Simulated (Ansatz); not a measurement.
## Clamped-ion strain scan in TiPd

Theory: DFT PBEsol, scalar-relativistic, plane waves, PAW (Ansatz 0.2.0). The runs took a 420 eV cutoff, a Γ-centred 16×16×16 mesh and Gaussian smearing (0.15 eV). No spin polarisation. Energies are free energies at this smearing, counted from the undisturbed cell; pressure is positive in compression.

The undisturbed cell (as given, not relaxed at this level; it stands at -6.9 GPa, and it needn't be the usual structure):

```
Ti Pd
1.0
     3.18000    0.00000    0.00000
     0.00000    3.18000    0.00000
     0.00000    0.00000    3.18000
Ti Pd
1 1
Direct
  0.50000 0.50000 0.50000
  0.00000 0.00000 0.00000
```

The cell is strained by ε times the Voigt pattern (1, 0, 0, 0, 0, 0) (xx, yy, zz, yz, xz, xy; engineering shear) with fractional coordinates fixed. The cell is metallic on the mesh throughout.

```tsv
ε	ΔE (meV/atom)	stress summed along the pattern (GPa, tension positive)	pressure (GPa)
-0.0600	?	?	2.7
-0.0450	-19.4	1.41	0.0
-0.0300	-15.8	?	?
-0.0150	-9.2	5.25	-4.8
0.0000	0.0	6.92	-6.9
0.0150	11.7	8.61	-8.9
0.0300	25.9	10.30	-10.8
0.0450	42.6	11.88	-12.5
0.0525	51.9	?	?
0.0600	61.6	13.34	-14.0
```

Give the withheld values.

ΔE (meV/atom) at ε = -0.0600: -19.9; stress summed along the pattern (GPa, tension positive) at ε = -0.0600: -0.81; stress summed along the pattern (GPa, tension positive) at ε = -0.0300: 3.46; pressure (GPa) at ε = -0.0300: -2.5; stress summed along the pattern (GPa, tension positive) at ε = 0.0525: 12.63; pressure (GPa) at ε = 0.0525: -13.3.